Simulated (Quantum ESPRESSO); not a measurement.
# Band energies of MgS at -1.5 % isotropic strain

```
CELL_PARAMETERS angstrom
      0.00000     2.78379     2.78379
      2.78379     0.00000     2.78379
      2.78379     2.78379     0.00000
ATOMIC_POSITIONS crystal
  Mg 0.00000 0.00000 0.00000
  S  0.25000 0.25000 0.25000
```

PBEsol (Quantum ESPRESSO, PseudoDojo norm-conserving, 84 Ry, no spin-orbit coupling); path ΓXWKΓLUWLK,UX; energies in eV from the valence-band maximum.

```
k (1/Å)  point  band 4  band 5  band 6  band 7  band 8  band 9  band 10  band 11
-------  -----  ------  ------  ------  ------  ------  ------  -------  -------
0.00         Γ  -40.30  -11.45    0.00    0.00    0.00    3.54     7.96     7.96
0.34            -40.30  -11.26   -0.95   -0.27   -0.27    4.72     7.23     8.59
0.79            -40.30  -10.66   -2.56   -0.92   -0.92    4.35     5.96     9.80
1.13         X  -40.30  -10.42   -3.00   -1.11   -1.11    3.66     5.59    11.51
1.24            -40.30  -10.42   -2.97   -1.17   -1.15    3.79     5.72    11.26
1.58            -40.30  -10.41   -2.54   -1.85   -1.42    5.17     7.35     8.96
1.69         W  -40.30  -10.41   -2.42   -2.00   -1.45    5.42     8.13     8.17
2.09         K  -40.30  -10.43   -2.64   -2.04   -0.87    4.68     7.02     9.78
2.49            -40.30  -10.69   -2.59   -1.51   -0.37    6.35     6.91     8.07
2.89            -40.30  -11.20   -1.38   -0.43   -0.05    5.00     7.53     8.23
3.19            -40.30  -11.43   -0.14   -0.03    0.00    3.68     7.91     7.99
3.29         Γ  -40.30  -11.45    0.00    0.00    0.00    3.54     7.96     7.96
3.61            -40.30  -11.28   -1.14   -0.10   -0.10    4.57     7.74     8.22
4.05            -40.30  -10.78   -3.06   -0.31   -0.31    5.20     7.73     7.73
4.27         L  -40.30  -10.67   -3.36   -0.35   -0.35    5.16     7.59     7.59
4.46            -40.30  -10.64   -3.26   -0.70   -0.42    5.58     6.90     7.89
4.76            -40.30  -10.50   -2.80   -1.79   -0.71    5.23     7.29     9.01
4.96         U  -40.30  -10.43   -2.64   -2.04   -0.87    4.68     7.02     9.78
5.16            -40.30  -10.42   -2.56   -2.00   -1.16    5.06     7.24     9.18
5.36         W  -40.30  -10.41   -2.42   -2.00   -1.45    5.42     8.13     8.17
5.56            -40.30  -10.45   -2.59   -1.94   -1.12    5.54     7.40     8.38
5.95            -40.30  -10.63   -3.26   -0.70   -0.43    5.60     6.87     7.91
6.15         L  -40.30  -10.67   -3.36   -0.35   -0.35    5.16     7.59     7.59
6.24            -40.30  -10.66   -3.34   -0.42   -0.36    5.25     7.39     7.65
6.59            -40.30  -10.53   -2.92   -1.58   -0.64    5.45     7.12     8.91
6.85         K  -40.30  -10.43   -2.64   -2.04   -0.87    4.68     7.02     9.78
6.85         U  -40.30  -10.43   -2.64   -2.04   -0.87    4.68     7.02     9.78
7.24         X  -40.30  -10.42   -3.00   -1.11   -1.11    3.66     5.59    11.51
```

The PBEsol gap is direct, 3.54 eV at Γ.

Geometry strained from the cell relaxed with PBEsol, atoms relaxed again.

This is not the ordinary phase of the substance; no match was found in the copy of COD used, and its stability was not checked.
